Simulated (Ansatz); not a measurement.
# Li: energy along a strain

Li, Im-3m, a = 3.500 Å (as given, not relaxed at this level: -1.5 GPa). Ansatz: LDA, PAW, 420 eV, Γ-centred 20×20×20 mesh on 1 atom, Gaussian smearing 0.15 eV; no spin polarisation. Cell vectors (Å): -1.750 1.750 1.750; 1.750 -1.750 1.750; 1.750 1.750 -1.750. The cell is strained by x per cent times the pattern (1 0 0 0 0 0) in the order xx yy zz yz xz xy (engineering shears), with fractional coordinates held. y is the free energy over the start, V0 = 21.438 Å³/atom.

```
x (%) y (meV/atom)
-6.00         -9.10
-4.50         -7.45
-3.00         -5.33
 0.00          0.00
 1.50          3.10
 3.00             ?
 4.50         10.08
 6.00         13.96
```

Question: Fit y = c1 x + c2 x² + c3 x³ to the other rows, get the stiffness along the pattern, and predict the missing energy.

Answer: Least squares on the rows shown. y = 1.985 x + 0.06681 x² − 0.001759 x³. The clamped-ion stiffness p·C·p = 2 × 0.6681 eV × 160.2 / 21.438 Å³ = 10.0 GPa, which is C11 in these axes (second derivative at the start, which stands under stress). With a term in x⁴ added, the coefficient of x² becomes 0.06157, 8 % less, which shows how far this figure hangs on the form. At x = 3.00 the fit asked for gives 6.51 meV/atom. The run gave 6.46 meV/atom, so the fit is 0.05 meV/atom too high, within twice the rms miss on the fitted rows (0.03 meV/atom).

Cost: 8 runs of about 1 core-minutes in all, on Arm Neoverse N1 (shared hosts).